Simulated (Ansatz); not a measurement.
Zr₃Ag, DFT, LDA, all-electron PAW with datasets made for the crystal, scalar-relativistic (Ansatz 0.2.0), run on 1 thread of Intel(R) Xeon(R) 6975P-C (Granite Rapids) on a shared host.

The cell comes from COD entry 1509571, which wasn't checked; take it as a given geometry. The listed cell was then made from it by scaling, straining or moving an atom.

Command: `ansatz run input.yaml --threads 1 --pin off --max-ram 4096MiB --backend cpu --events-out ev --progress --plain --runs-dir out`

```yaml
crystal:
  lattice:
    - [4.5042897326, 0.0, 0.0]
    - [0.0, 4.5042897326, 0.0]
    - [0.0, 0.0, 3.9321285313]
  atoms:
    - { symbol: Zr, position: [0.5, 0.5, 0.0] }
    - { symbol: Zr, position: [0.0, 0.5, 0.5] }
    - { symbol: Zr, position: [0.5, 0.0, 0.5] }
    - { symbol: Ag, position: [0.0, 0.0, 0.0] }
kpoints:
  mp_grid: { grid: [7, 7, 8] }
scf:
  occupations: { method: fermi_dirac, width: 0.05 }
hamiltonian:
  xc: lda
  pseudopotentials: { kind: all_electron, datasets: crystal }
output:
  forces: true
  stress: true
  eigenvalues: true
  efg: { contact_densities: true }
```

How large is the problem that the program sets up?

50 irreducible k-points, 685 plane waves at Γ, 41 bands.

Estimate the wall time and the peak memory.

27 s of wall time for 11 SCF iterations, with a peak of 0.74 GiB. Times on shared machines scatter by tens of per cent.

And the same cell and mesh by frozen-core PAW, asked for forces, stress, eigenvalues, efg, on the same hardware?

5.2 s, peak memory 0.52 GiB.
